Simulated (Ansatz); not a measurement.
MnIr in space group P4/mmm (No. 123; Mn on 1b, Ir on 1c), plane-wave PAW PBEsol (Ansatz code), all energies at zero smearing, with the estimated change up to a 700 eV cutoff added, with one set of potentials and settings (totals compare only within such a set). Cell of 4 atoms (2 Mn, 2 Ir): -31336.808 eV.

```tsv
element	reference phase	E (eV/atom)
Mn	I-43m, 29 atoms in the cell, spin-polarised	-3868.8262
Ir	Fm-3m, 1 atoms in the cell	-11799.0386
```

Formation energy per atom, worked out: (-31336.808 − 2×(-3868.8262) − 2×(-11799.0386))/4 = -0.270 eV/atom (-26 kJ per mol of atoms), at 0 K, without zero-point energy or fitted corrections.

The workflow started from an entry of the Crystallography Open Database (COD). Its standing as an ambient phase is unchecked. Symmetry was held in the PBEsol relaxation, as lowered by the spin order; whether a distortion lowers the energy is not shown. Spin order of the final state: antiferromagnetic, chosen from 5 collinear starts compared on coarse meshes (ties went to the first, and starts can fall back to one state), not a proven ground state. The references are the lowest solids computed at this level, not always the standard phases. Spin–orbit coupling is left out wherever it is not named.

Potentials: the later of the program's two PAW sets.
